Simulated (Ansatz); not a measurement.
Li3Au:
```cif
data_Au4Li12
_chemical_formula_sum 'Li12 Au4'
_space_group_name_H-M_alt 'Fm-3m'
_space_group_IT_number 225
_space_group_name_Hall '-F 4 2 3'
_cell_length_a 6.25607
_cell_length_b 6.25607
_cell_length_c 6.25607
_cell_angle_alpha 90.000
_cell_angle_beta 90.000
_cell_angle_gamma 90.000
loop_
_atom_site_label
_atom_site_type_symbol
_atom_site_symmetry_multiplicity
_atom_site_Wyckoff_symbol
_atom_site_fract_x
_atom_site_fract_y
_atom_site_fract_z
_atom_site_occupancy
Li1 Li 8 c 0.25000 0.25000 0.25000 1
Li2 Li 4 b 0.50000 0.50000 0.50000 1
Au1 Au 4 a 0.00000 0.00000 0.00000 1
```
(The calculation used a cell of 4 atoms; values per cell refer to that cell.)

Relaxed with r²SCAN.

Problem. Which orbitals make up the states near the Fermi level in r²SCAN (plane waves, PAW; program Ansatz)?

Solution. Within 0.5 eV of the Fermi level: Li 2s 49 %, Au 6s 9 %, outside the projected shells 38 %. Projections are on Löwdin-orthogonalised atomic valence shells; empty p or d shells of many metals are not among them.

Problem. Tabulate the density of states.

Solution. States/eV per cell of 4 atoms, in 0.25 eV bins, energy from the Fermi level.

```
E (eV)  total  Au 5d  Li 2s  Au 6s
------  -----  -----  -----  -----
-6.70    0.00   0.00   0.00   0.00
-6.45    0.09   0.00   0.06   0.03
-6.20    0.31   0.00   0.18   0.10
-5.95    0.47   0.01   0.26   0.16
-5.70    0.70   0.05   0.35   0.25
-5.45    1.33   0.30   0.50   0.48
-5.20    3.00   1.48   0.65   0.82
-4.95    2.26   1.63   0.23   0.37
-4.70   16.88  16.11   0.47   0.16
-4.45   15.19  14.73   0.24   0.14
-4.20    3.66   3.18   0.17   0.30
-3.95    2.68   1.25   0.27   1.13
-3.70    1.25   0.34   0.08   0.81
-3.45    0.18   0.04   0.01   0.12
-3.20    0.00   0.00   0.00   0.00
-2.95    0.00   0.00   0.00   0.00
-2.70    0.00   0.00   0.00   0.00
-2.45    0.00   0.00   0.00   0.00
-2.20    0.09   0.00   0.09   0.00
-1.95    0.32   0.01   0.28   0.01
-1.70    0.51   0.02   0.42   0.03
-1.45    0.79   0.03   0.64   0.05
-1.20    1.53   0.05   1.21   0.12
-0.95    1.52   0.06   1.08   0.18
-0.70    0.70   0.02   0.42   0.14
-0.45    1.02   0.03   0.64   0.13
-0.20    1.11   0.03   0.64   0.12
0.05     1.25   0.03   0.59   0.10
0.30     1.49   0.04   0.61   0.10
0.55     1.42   0.04   0.54   0.09
0.80     1.37   0.03   0.48   0.08
1.05     1.31   0.03   0.42   0.08
1.30     1.23   0.02   0.35   0.06
1.55     1.16   0.02   0.29   0.06
1.80     1.08   0.02   0.23   0.05
2.05     1.00   0.01   0.19   0.04
2.30     0.92   0.01   0.15   0.04
2.55     0.83   0.01   0.11   0.03
2.80     0.75   0.01   0.08   0.03
3.05     0.64   0.00   0.06   0.03
3.30     0.48   0.00   0.05   0.02
3.55     0.38   0.00   0.03   0.02
3.80     0.33   0.00   0.03   0.02
4.05     0.31   0.00   0.02   0.02
4.30     0.43   0.00   0.08   0.03
4.55     0.48   0.01   0.23   0.04
4.80     0.56   0.01   0.30   0.05
```

The workflow started from a Materials Project entry (that database holds measured and hypothetical structures alike); the Crystallography Open Database files this formula in space group No. 225, but the cells were not matched. Whether it is the stable phase at ambient conditions was not checked. Symmetry was held in the r²SCAN relaxation; whether a distortion lowers the energy is not shown. Spin–orbit coupling is left out wherever it is not named.

Potentials: the later of the program's two PAW sets.
